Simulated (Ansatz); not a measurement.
Task: NaF (zinc blende, F-43m) is relaxed with plane-wave PAW PBE (Ansatz code). What lattice parameters of the conventional cell result?

Result: a = 5.155 Å.

Task: Is it a metal or does it have a gap at this level?

Result: A gap of 5.45 eV, direct.

The start of the workflow was typed in or built on a structure type; neither database checked (COD, Materials Project) lists it. It is not the phase usual at ambient conditions (space group No. 225). The cell was relaxed with PBE under the symmetry of its start; whether a distortion lowers the energy is not shown.

Potentials: the later of the program's two PAW sets.
